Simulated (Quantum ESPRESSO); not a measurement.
Space group P2₁/m (No. 11); a = 6.9415 Å, b = 4.4793 Å, c = 8.9069 Å, α = 90.00°, β = 108.00°, γ = 90.00°

```tsv
atom	site	symmetry	x	y	z
H	2e	m	0.8364	0.2500	0.2074
O	2e	m	0.6898	0.2500	0.1690
Br	2e	m	0.1756	0.7500	0.3025
Rb	2e	m	0.2851	0.2500	0.0368
Rb	2e	m	0.2934	0.2500	0.6184
```

The geometry is that of Materials Project entry mp-24007, symmetrised and not relaxed again.

Task: What does norm-conserving PBEsol (Quantum ESPRESSO, 84 Ry, no spin-orbit coupling) give for the electronic structure near the Fermi level?

Result: The PBEsol gap is indirect, 3.35 eV, from E to Γ; the smallest direct gap is 3.38 eV. Another valence extremum on the path lies within 0.02 eV, too close to call. Spin-orbit splittings are left out.

The structure is a Materials Project entry; no match was found in the copy of COD used, and its stability was not checked.
